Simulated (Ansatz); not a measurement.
SiTe:
```cif
data_Si2Te2
_chemical_formula_sum 'Si2 Te2'
_space_group_name_H-M_alt 'P4/nmm :1'
_space_group_IT_number 129
_space_group_name_Hall 'P 4ab 2ab -1ab'
_cell_length_a 4.91780
_cell_length_b 4.91780
_cell_length_c 3.93366
_cell_angle_alpha 90.000
_cell_angle_beta 90.000
_cell_angle_gamma 90.000
loop_
_space_group_symop_operation_xyz
  'x, y, z'
  '-y+1/2, x+1/2, z'
  '-x, -y, z'
  'y+1/2, -x+1/2, z'
  'x+1/2, -y+1/2, -z'
  '-y, -x, -z'
  '-x+1/2, y+1/2, -z'
  'y, x, -z'
  '-x+1/2, -y+1/2, -z'
  'y, -x, -z'
  'x+1/2, y+1/2, -z'
  '-y, x, -z'
  '-x, y, z'
  'y+1/2, x+1/2, z'
  'x, -y, z'
  '-y+1/2, -x+1/2, z'
loop_
_atom_site_label
_atom_site_type_symbol
_atom_site_symmetry_multiplicity
_atom_site_Wyckoff_symbol
_atom_site_fract_x
_atom_site_fract_y
_atom_site_fract_z
_atom_site_occupancy
Si1 Si 2 c 0.00000 0.50000 0.33076 1
Te1 Te 2 a 0.00000 0.00000 0.00000 1
```

Relaxed at zero pressure with LDA in the plane-wave PAW code Ansatz.

**Question.** The volume is raised by 6 % and shape and atoms relax at that volume. What pressure results, and how do the axes share the change?

**Answer.** -1.4 GPa; a 1.5 %, b 1.5 %, c 2.9 %; the energy rises by 7 meV/atom.

**Question.** Give the new structure.

**Answer.** 
Space group P4/nmm, origin choice 1 (No. 129); a = 4.991 Å, b = 4.991 Å, c = 4.048 Å, α = 90.00°, β = 90.00°, γ = 90.00°

```tsv
atom	site	symmetry	x	y	z
Si	2c	4mm	0.0000	0.5000	0.3051
Te	2a	-4m2	0.0000	0.0000	0.0000
```

The phase is kept; no other phase was compared at this pressure.

The start of the workflow was typed in or built on a structure type; neither database checked (COD, Materials Project) lists it. Its standing as an ambient phase is unchecked. The cell was relaxed with LDA under the symmetry of its start; its stability against distortions is not shown here. The volume moved by -20 % from the start of the relaxation. Its formation energy is positive at this level, so the cell may be metastable or incomplete. A crystal of weakly bound layers computed without a dispersion correction: the cell and the soft elastic constants depend strongly on that. Scalar-relativistic: spin–orbit coupling is off unless named, which matters more the heavier the elements.

Potentials: the later of the program's two PAW sets.
